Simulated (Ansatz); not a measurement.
LuH$_{2}$, a database entry at a rescaled volume

```
Lu H
1.0
     0.00000    2.52455    2.52455
     2.52455    0.00000    2.52455
     2.52455    2.52455    0.00000
Lu H
1 2
Direct
  0.00000 0.00000 0.00000
  0.25000 0.25000 0.25000
  0.75000 0.75000 0.75000
```

Level: r2SCAN, no spin polarisation; 500 eV; 11×11×11 Γ-centred mesh; fermi-dirac occupations (width 0.1 eV); Ansatz 0.2.0, fixed geometry.

Describe some of the short contacts.

Lu–H at 2.19 Å: least valence density 0.26 e/Å³ and ELF 0.16 there. H–H at 2.52 Å: least valence density 0.12 e/Å³ and ELF 0.14 there. Both are smooth PAW fields, read partly inside the augmentation spheres.

How is the charge shared?

Bader charges in e: Lu +1.69, H -0.85. In the mean Lu gives up most and H takes most.

What is the formation energy?

-0.76 eV an atom against the elements' usual phases (free molecules for gases, crystals otherwise, with no correction for O₂ or N₂), so it is bound against them; other compounds may still compete. Relaxing would lower it.

What does the stress say?

The pressure is -3.0 GPa (compression positive), so with the atoms held at these fractions the cell would first shrink.

Is there a gap?

It is a metal, with about 0.57 states/eV a cell as the mean within 0.25 eV of the Fermi level, mostly Lu d (93 %).

Are the atoms at rest?

The forces vanish by the symmetry of the sites.

Origin: a database entry at a rescaled volume.
